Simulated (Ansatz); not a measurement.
Input and command of a plane-wave DFT calculation in Ansatz:

```yaml
crystal:
  lattice:
    - [3.3432837803, 0.0, 0.0]
    - [0.0, 3.3432837803, 0.0]
    - [0.0, 0.0, 3.3432837803]
  atoms:
    - { symbol: Fe, position: [0.0, 0.0, 0.0], spin: 3.13 }
    - { symbol: Ni, position: [0.0, 0.5, 0.5], spin: 0.75 }
    - { symbol: Ni, position: [0.5, 0.0, 0.5], spin: 0.75 }
    - { symbol: Ni, position: [0.5, 0.5, 0.0], spin: 0.75 }
basis:
  ecutwfc: 420
kpoints:
  mp_grid: { grid: [12, 12, 12] }
hamiltonian:
  xc: pbesol
scf:
  occupations: { method: gaussian, width: 0.1 }
output:
  forces: true
  stress: true
  eigenvalues: true
  populations: true
magnetization:
  spin_polarized: true
```

```bash
ansatz run input.yaml --threads 1 --pin off --max-ram 2560MiB --backend cpu --events-out ev --progress --plain --runs-dir out
```

Processor: Arm Neoverse V2, 1 thread, on a host shared with other jobs.

Question: How long does it run, and how much memory does it take?

Answer: About 34 s on 1 thread of Arm Neoverse V2, on a shared host, peak memory 0.55 GiB. It solves 46 bands at 84 k points (the mesh reduced by symmetry) with about 739 plane waves, in 13 SCF iterations.
